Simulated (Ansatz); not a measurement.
CdS:
```
CELL_PARAMETERS angstrom
      4.07387     0.00000     0.00000
     -2.03693     3.52807     0.00000
      0.00000     0.00000     6.63852
ATOMIC_POSITIONS crystal
  Cd 0.66667 0.33333 0.50047
  Cd 0.33333 0.66667 0.00047
  S  0.66667 0.33333 0.87653
  S  0.33333 0.66667 0.37653
```

Relaxed with LDA.

**Question.** Give the optical modes at the zone centre with their infrared and Raman activity from DFPT, plane-wave PAW LDA (Ansatz code).

**Answer.** Transverse frequencies, without the LO–TO term; a row sums one degenerate level.

```tsv
ω (cm⁻¹)	degeneracy	IR ((D/Å)²/amu)	Raman (Å⁴/amu)	activity	symmetry
42	2	0.00	0.52	Raman	E2
137	1	0.00	0	silent	B1
241	1	8.75	14	IR+Raman	A1
248	2	15.78	8.6	IR+Raman	E1
261	2	0.00	7.1	Raman	E2
307	1	0.00	0	silent	B1
```

**Question.** How high does the top mode go among those that the LO–TO term moves?

**Answer.** 298 cm⁻¹ for q along x, 298 cm⁻¹ for q along y, 296 cm⁻¹ for q along z.

Space group P6_3mc (wurtzite). The cell was relaxed with LDA under the symmetry of its start.

Potentials: the earlier of the program's two PAW sets. The files were generated under PBE; for other functionals the program regenerates the frozen cores, and for LDA and PBEsol the local potential too.
